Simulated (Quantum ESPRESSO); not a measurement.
```xyz
3
Lattice="0.0000 3.8043 3.8043 3.8043 0.0000 3.8043 3.8043 3.8043 0.0000" Properties=species:S:1:pos:R:3 pbc="T T T"
K      1.9021     1.9021     1.9021
K      5.7064     5.7064     5.7064
Se     0.0000     0.0000     0.0000
```

Cell and atoms were relaxed with PBEsol from Materials Project entry mp-8426, within its symmetry.

Problem. What does PBEsol (pw.x of Quantum ESPRESSO, ONCV potentials, with spin-orbit coupling) give for the electronic structure near the Fermi level?

Solution. The PBEsol gap is indirect, 2.02 eV, from X to Γ; the smallest direct gap is 2.18 eV.
